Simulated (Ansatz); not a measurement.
**Question.** Cd (hcp (Mg type), P6_3/mmc) is relaxed with LDA (plane waves, PAW; program Ansatz). What lattice parameters of the conventional cell result?

**Answer.** a = 2.921 Å, c = 5.389 Å.

The LDA relaxation kept the symmetry of its start. Axis ratios of metals converge slowly with the k-mesh, so a and c are less sure than the volume.

Potentials: the later of the program's two PAW sets.
